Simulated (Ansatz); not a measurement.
Ag:
```
Ag
1.0
    5.22647     0.00000     0.00000
    0.00000     5.22647     0.00000
    0.00000     0.00000     5.22647
Ag
8
Cartesian
  0.00000   0.00000   0.00000
  2.61323   2.61323   2.61323
  1.30662   0.00000   2.61323
  3.91985   0.00000   2.61323
  2.61323   1.30662   0.00000
  2.61323   3.91985   0.00000
  0.00000   2.61323   1.30662
  0.00000   2.61323   3.91985
```

Relaxed with r²SCAN.

Q: Map the valence electron density (e/Å³), cut off at 5 on the plane through (0.000, 0.000, 0.000) spanned by u = [1, 0, 0] and v = [0, 1, 0] in lattice vectors, from the program Ansatz at the r²SCAN level (PAW).

A: x is the fraction of u, y of v (the angle between them is 90°; rows are the nearest grid lines); atoms in the plane: Ag at (0.00, 0.00), Ag at (0.50, 0.25), Ag at (0.50, 0.75).
```
|999931000000000000000139999|
|999930000000000000000039999|
|999520000001111100000025999|
|995210000013565310000012599|
|100000000279999972000000001|
|000000000399999993000000000|
|000000000399999993000000000|
|000000000279999972000000000|
|000000000149999941000000000|
|000000000013565310000000000|
|000000000001111100000000000|
|000000000000000000000000000|
|000000000000000000000000000|
|000000000001111100000000000|
|000000000013565310000000000|
|000000000149999941000000000|
|000000000279999972000000000|
|000000000399999993000000000|
|000000000399999993000000000|
|100000000279999972000000001|
|995210000013565310000012599|
|999520000001111100000025999|
|999930000000000000000039999|
|999931000000000000000139999|
```
Scale: ten equal steps from 0.116 (start of '0') to 5.00 (end of '9'), in the order '0123456789'; x runs from 0.000 to 1.00, y from 0.000 (bottom) to 1.00 (top).

The density is the valence pseudo-density with augmentation charge, so density and ELF within about 1 Å of a nucleus are not all-electron values.

Space group Pm-3n (A15 (β-W type)). The start of the workflow was typed in or built on a structure type; neither database checked (COD, Materials Project) lists it. It is not the phase usual at ambient conditions (space group No. 225). The cell was relaxed with r²SCAN under the symmetry of its start. At this level the phase is mechanically unstable. The run is not spin-polarised.

Potentials: the earlier of the program's two PAW sets.
